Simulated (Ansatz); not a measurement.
AlNi:
```xyz
4
Lattice="1.3390 -4.6940 0.0000 1.3390 4.6940 0.0000 0.0000 0.0000 4.0086" Properties=species:S:1:pos:R:3 pbc="T T T"
Al     1.3390    -1.4510     1.0022
Ni     1.3390    -3.9480     1.0022
Al     1.3390     1.4510     3.0065
Ni     1.3390     3.9480     3.0065
```

This is the PBE-relaxed structure.

Problem. All from PBE (plane waves, PAW; program Ansatz), unless another level is named. Predict the density of states at the Fermi level.

Solution. 0.51 states/eV per atom (mean over ±0.08 eV).

Problem. Next, the formation energy from the elements (no fitted shifts)?

Solution. -0.49 eV/atom.

Space group Cmcm. The start of the workflow was typed in or built on a structure type; neither database checked (COD, Materials Project) lists it. It is not the phase usual at ambient conditions (space group No. 221). The cell was relaxed with PBE under the symmetry of its start; its stability against distortions is not shown here. The workflow began spin-polarised and lost its moments. The references are the lowest solids computed at this level, not always the standard phases.

Potentials: the later of the program's two PAW sets.
